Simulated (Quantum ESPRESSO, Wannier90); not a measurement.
# Wannierisation of Ge (diamond)

```xyz
2
Lattice="0.0000 2.8374 2.8374 2.8374 0.0000 2.8374 2.8374 2.8374 0.0000" Properties=species:S:1:pos:R:3 pbc="T T T"
Ge     0.0000     0.0000     0.0000
Ge     1.4187     1.4187     1.4187
```

Structure: Materials Project mp-32, symmetrised, not relaxed again. This is the element's usual structure. Level: PBEsol, no spin polarisation, no spin-orbit coupling; pw.x of Quantum ESPRESSO at 63 Ry with PseudoDojo potentials, 10×10×10 k-points, Wannier90. Density: 10×10×10 mesh, cold smearing 0.01 Ry. Spin-orbit coupling, left out, would split the p-like bands by a few tenths of an eV.

The plane-wave run has 25 bands and 28 electrons a cell. On the energy scale of pw.x, whose zero is arbitrary, the Fermi level lies at 9.22 eV.

Isolated groups of bands, relative to the Fermi level (bands from 11 on overlap up to the last one computed):

```
bands  from (eV)  to (eV)  filling  weight on atomic waves
-----  ---------  -------  -------  ----------------------
1–10      -24.86   -24.49   filled             Ge 3d 100 %
```

Input w.win, without the blocks of cell, atoms and k-points (1000 lines):

```
num_bands = 15
num_wann = 8
exclude_bands = 1-10
num_iter = 800
conv_tol = 1.0e-6
conv_window = 4
dis_num_iter = 1000
dis_conv_tol = 1.0e-6
dis_froz_max = 16.16
write_hr = true
write_u_matrices = true
begin projections
Ge: s;p
end projections
mp_grid = 10 10 10
```

wannier90.x stops with:
```
dis_windows: More states in the frozen window than target WFs
```
At some k-point more bands lie below dis_froz_max than there are Wannier functions, and every frozen state has to fit into the subspace. Mended as below, all else unchanged, the run goes through (Ω_I = 11.5 Å²) and follows the plane-wave bands to 10 meV rms (states up to 1.0 eV relative to the Fermi level).
```
dis_froz_max = 10.72
```
